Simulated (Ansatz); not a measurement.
Relaxed CoSi2 (fluorite type, space group Fm-3m):

```
CELL_PARAMETERS angstrom
      0.00000     2.65735     2.65735
      2.65735     0.00000     2.65735
      2.65735     2.65735     0.00000
ATOMIC_POSITIONS crystal
  Co 0.00000 0.00000 0.00000
  Si 0.25000 0.25000 0.25000
  Si 0.75000 0.75000 0.75000
```

In this cell atom 1 (Co, nearest neighbour Si at 2.301 Å; its periodic images, 3.8 Å or more away, move with it) is moved by s along Cartesian z, unit vector (0.000, 0.000, 1.000); all other atoms and the cell stay fixed.

Computed with r2SCAN (plane waves to 500 eV, PAW, scalar-relativistic; Ansatz, a first-principles code). k mesh 12×12×12 (Γ-centred), Fermi-Dirac smearing 0.05 eV. Energies are smeared free energies. With partly filled bands, energies and forces of such displacements shift with the k mesh and the smearing. CoSi2 is run without spin polarisation. CoSi2 was relaxed with its symmetry unable to fall. The PAW data are Ansatz's earlier set. The zero of ΔE is the undisplaced structure. The last digit holds for this mesh only.

```
s (Å)   ΔE (meV/cell)
------  -------------
-0.690         2876.7
-0.552         1909.8
-0.414         1094.8
-0.276          488.8
-0.138       withheld
0.000             0.0
0.138        withheld
0.276           488.8
0.414          1094.8
0.552          1909.8
0.690          2876.7
```

Fit an even polynomial form (powers 2, 4, 6) to the given rows and predict ΔE at s = -0.138.

Least squares on the 9 given rows: ΔE = (6446)·s² + (-105.7)·s⁴ + (-1560)·s⁶, in meV/cell with s in Å; root-mean-square residual 0.65 meV/cell. At -0.138 the fit gives 122.7 meV/cell; the calculation gives 122.0 meV/cell, so the interpolation is off by 0.7 (+0.6 %). The quadratic term alone would give 122.8 meV/cell.

(For displaced atoms, the force is minus the slope of the energy, and its curvature is a force constant, which sets phonon frequencies.)
